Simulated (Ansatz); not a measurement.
TaGa3:
```
CELL_PARAMETERS angstrom
     -1.89509     1.89509     4.33542
      1.89509    -1.89509     4.33542
      1.89509     1.89509    -4.33542
ATOMIC_POSITIONS crystal
  Ta 0.00000 0.00000 0.00000
  Ga 0.50000 0.50000 0.00000
  Ga 0.75000 0.25000 0.50000
  Ga 0.25000 0.75000 0.50000
```

Relaxed with r²SCAN. Special points in fractions of this cell's reciprocal vectors: Γ (0.000, 0.000, 0.000); X (0.000, 0.000, 0.500); P (0.250, 0.250, 0.250); N (0.000, 0.500, 0.000); M (0.500, 0.500, -0.500); S (0.298, 0.702, -0.298); S0 (-0.298, 0.298, 0.298); R (-0.096, 0.096, 0.500); G (0.500, 0.500, -0.096).

Question: List the band energies nearest the Fermi level at these points for plane-wave PAW r²SCAN (Ansatz code).

Answer: In eV from the Fermi level; about four levels below and three above (degenerate sets whole), none deeper than 8.9 eV; points with the same levels are listed once.

```csv
k,below,above
Γ,-2.97 -2.76 -2.76 -0.27,0.48 1.26 1.26
X,-5.13 -4.13 -4.05 -2.70,1.74 1.88 2.03
P,-5.98 -3.43 -3.43 -2.65,0.51 1.75 2.03
N,-4.96 -2.94 -1.70 -0.52,1.46 2.04 2.34
M,-3.76 -2.17 -2.17 -1.42,0.12 0.12 0.52
S,-2.89 -2.26 -1.94 -0.35,0.45 1.39 1.91
R,-5.30 -3.67 -3.16 -2.53,1.16 1.97 2.17
```

Space group I4/mmm. The workflow started from a Materials Project entry (that database holds measured and hypothetical structures alike); the Crystallography Open Database files this formula in space group No. 139, but the cells were not matched. Its standing as an ambient phase is unchecked. The cell was relaxed with r²SCAN under the symmetry of its start; its stability against distortions is not shown here. The run is not spin-polarised. Spin–orbit coupling is left out wherever it is not named.

Potentials: the earlier of the program's two PAW sets.
